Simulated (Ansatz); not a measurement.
**Heated and quenched cell Hf32O64**

Ansatz, PAW, plane waves. PBEsol relaxation at the Γ point alone; single points on the relaxed atoms at the Γ point alone. No spin–orbit coupling unless named.

Relaxed structure:

```
Hf O
1.0
    10.59971    0.00000   -0.02925
     0.00000   10.76717    0.00000
    -1.79988    0.00000   10.81421
Hf O
32 64
Cartesian
  1.1952 1.0725 1.3367
  -0.1038 0.0224 6.6486
  2.2722 5.2678 0.6882
  -0.4380 5.3723 6.8533
  7.5575 0.4346 1.1400
  5.2555 0.3328 6.7900
  6.2022 6.6299 0.8626
  5.3887 5.0214 6.2287
  4.3135 2.2819 1.3849
  2.5519 2.7052 6.5712
  3.2646 8.1437 1.2669
  2.1167 7.9306 6.7150
  9.5363 3.2039 0.7921
  7.7949 2.5809 7.0390
  9.8592 8.8682 1.2238
  8.0843 8.2136 7.1973
  3.0512 5.0172 3.9745
  2.6748 5.6797 8.9844
  2.3476 0.0721 4.1662
  3.0980 0.6923 9.4517
  8.3704 6.2197 4.0167
  8.0654 5.8747 9.5761
  7.6275 9.8683 4.1565
  7.9974 0.4443 9.6402
  -0.1192 3.0301 4.1893
  0.1827 2.6747 8.9834
  1.1674 7.8606 3.6464
  -0.1532 8.7316 9.5168
  7.1639 2.7884 3.9287
  5.0065 3.4194 9.3793
  4.9224 8.2022 4.2794
  4.9449 8.0825 8.3280
  0.6077 2.8114 2.2215
  -1.1037 1.4199 7.7904
  2.3459 6.3925 2.5164
  -1.1574 7.0497 8.4418
  5.7705 2.8592 2.5591
  4.2821 1.7577 8.0766
  6.7385 10.0015 10.5924
  4.4282 6.1991 7.5257
  4.1760 6.3812 0.3841
  4.0591 3.8224 5.4625
  5.5901 0.4187 0.6453
  3.9497 8.4740 6.1092
  0.3402 4.8129 0.3266
  8.8766 2.4493 5.2932
  9.7246 7.3937 0.0226
  8.9127 9.9010 5.7163
  7.0897 4.6973 4.9869
  1.5713 1.3236 8.1473
  3.1416 9.0106 3.4065
  2.8720 7.7292 8.6003
  -0.6219 4.9178 4.7869
  8.9126 4.2902 8.0248
  0.7543 10.7257 2.9469
  8.8527 9.6573 8.4274
  0.8353 1.2440 5.3289
  -1.5461 2.2180 10.1951
  8.9931 6.8833 5.9390
  0.1837 7.1157 10.6562
  6.4025 1.8554 5.6671
  3.3501 2.5721 10.3333
  4.6804 6.1641 4.5513
  4.2531 5.1100 10.2182
  3.3157 4.0393 2.0448
  0.6641 3.5413 7.0977
  1.2222 8.5083 1.7602
  0.7594 9.2702 7.7262
  7.4761 6.0518 2.2591
  3.2227 3.9927 8.0063
  8.1432 9.4331 2.2441
  6.3179 9.2761 7.1976
  0.9275 1.7178 10.7700
  3.4542 0.9047 5.7385
  1.4634 9.4416 10.5815
  1.9834 6.5921 5.0166
  6.0546 2.0985 10.6751
  7.5479 0.8954 3.1729
  5.0540 7.7956 10.2961
  7.0519 7.8637 4.4728
  3.0458 1.0961 2.5250
  4.1948 10.0979 8.4201
  5.1417 7.9212 2.1827
  1.2479 6.2088 7.4794
  8.7937 3.4184 2.7611
  6.8841 1.0650 8.0449
  9.8373 7.5521 3.1902
  6.8477 6.9198 8.1676
  1.7792 3.6221 4.6910
  1.0337 4.4430 9.7326
  1.2442 9.2548 5.2377
  0.6340 10.1469 0.0047
  6.1922 3.7886 7.6379
  6.7764 4.4424 10.2066
  5.7093 10.0810 4.6907
  9.6413 1.0675 1.1098
```

What are the mean bond lengths by pair (pairs within 1.2 times the sum of covalent radii, less contacts 15 % beyond the pair's median; cation–cation pairs of compounds aside; long ionic contacts are cut short by that bound)?

Hf–O 2.127 ± 0.098 Å (standard deviation, 191 bonds).

What gap lies between the top filled and the lowest empty level in the single points?

HSE06 5.46 eV (73 s on NVIDIA H100).
